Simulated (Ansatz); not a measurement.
This run works on a proposed trial structure, not on a known crystal.

Input and command of a plane-wave DFT calculation in Ansatz:

```yaml
crystal:
  lattice:
    - [2.9982147728, 0.0, 0.0]
    - [-1.4991073864, 2.5965301592, 0.0]
    - [0.0, 0.0, 13.2198945538]
  atoms:
    - { symbol: Zn, position: [0.3333333333, 0.6666666667, 0.2309938269] }
    - { symbol: Zn, position: [0.0, 0.0, 0.0109330364] }
    - { symbol: Zn, position: [0.0, 0.0, 0.3790547037] }
    - { symbol: Zn, position: [0.3333333333, 0.6666666667, 0.5326028834] }
    - { symbol: Zn, position: [0.0, 0.0, 0.6887364263] }
    - { symbol: Zn, position: [0.3333333333, 0.6666666667, 0.8470482909] }
    - { symbol: O, position: [0.3333333333, 0.6666666667, 0.0856308323] }
basis:
  ecutwfc: 500
kpoints:
  mp_grid: { grid: [12, 12, 4] }
hamiltonian:
  xc: r2scan
scf:
  occupations: { method: gaussian, width: 0.1 }
output:
  forces: true
  stress: true
  eigenvalues: true
```

```bash
ansatz run input.yaml --threads 1 --pin off --max-ram 2560MiB --backend cpu --events-out ev --progress --plain --runs-dir out
```

Processor: Arm Neoverse V2, 1 thread, on a host shared with other jobs.

Q: How long does it run, and how much memory does it take?

A: About 110 s, peak memory 0.69 GiB. It solves 47 bands at 69 k points (after reduction by symmetry) with about 2653 plane waves, in 14 SCF iterations.
